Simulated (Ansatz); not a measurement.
Data:

Zn3Rh:
```xyz
4
Lattice="-1.8309 1.8309 4.0186 1.8309 -1.8309 4.0186 1.8309 1.8309 -4.0186" Properties=species:S:1:pos:R:3 pbc="T T T"
Zn     0.0000     1.8309     2.0093
Zn     1.8309     0.0000     2.0093
Zn     0.0000     0.0000     4.0186
Rh     0.0000     0.0000     0.0000
```

This is the r²SCAN-relaxed structure.

Q: All from r²SCAN in the plane-wave PAW code Ansatz, unless another level is named. Predict the density of states at the Fermi level.

A: 0.31 states/eV per atom (mean over ±0.08 eV).

Q: And the formation energy from the elements (no fitted shifts)?

A: -362 meV/atom.

Space group I4/mmm. The workflow started from a Materials Project entry (that database holds measured and hypothetical structures alike); the Crystallography Open Database copy checked does not list it. With Zn and Rh taken as one species the cell has the higher symmetry Fm-3m, so it may be an ordered model of a mixed-site phase. Its standing as an ambient phase is unchecked. The cell was relaxed with r²SCAN under the symmetry of its start; its stability against distortions is not shown here. The run is not spin-polarised. The references are the lowest solids computed at this level, not always the standard phases. Spin–orbit coupling is left out wherever it is not named.

Potentials: the later of the program's two PAW sets.
